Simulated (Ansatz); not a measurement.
Relaxed-ion elastic tensor of Rb (bcc (W type), Im-3m) in GPa (Voigt order), PBE (plane waves, PAW; program Ansatz); density 1.56 g/cm³, 91.19 Å³ per atom.

```tsv
	1	2	3	4	5	6
1	3.0	2.6	2.6	0.0	0.0	0.0
2	2.6	3.0	2.6	0.0	0.0	0.0
3	2.6	2.6	3.0	0.0	0.0	0.0
4	0.0	0.0	0.0	2.0	0.0	0.0
5	0.0	0.0	0.0	0.0	2.0	0.0
6	0.0	0.0	0.0	0.0	0.0	2.0
```

**Question.** Is the crystal mechanically stable?

**Answer.** Yes: the smallest eigenvalue of C is 0.4 GPa.

**Question.** Work out the Voigt, Reuss and Hill averages.

**Answer.** K_V = 2.8, K_R = 2.8, K_H = 2.8; G_V = 1.3, G_R = 0.4, G_H = 0.9 GPa.

**Question.** Give Young's modulus, Poisson's ratio, Pugh's ratio and the universal anisotropy index.

**Answer.** E = 9KG/(3K + G) = 2.3 GPa; ν = 0.36; K/G = 3.23 (ductile by the Pugh limit of 1.75); A_U = 5G_V/G_R + K_V/K_R − 6 = 9.05.

**Question.** Estimate the sound speeds and the Debye temperature.

**Answer.** v_l = √((K + 4G/3)/ρ) = 1580 m/s, v_t = √(G/ρ) = 741 m/s, mean 834 m/s; Θ = (h/k)(3n/4πV)^(1/3) v_m = 55.1 K.

**Question.** Give the Zener ratio and Young's modulus along [100], [110] and [111].

**Answer.** A = 2C44/(C11 − C12) = 9.43; 1/E = S11 − 2(S11 − S12 − S44/2)Γ with Γ = 0, 1/4, 1/3 gives 0.6, 1.8, 4.8 GPa.

The PBE relaxation kept the symmetry of its start. As this level gives no gap, shear constants depend on the k-mesh and smearing (Fermi–Dirac, 0.1 eV here).

Potentials: the later of the program's two PAW sets.
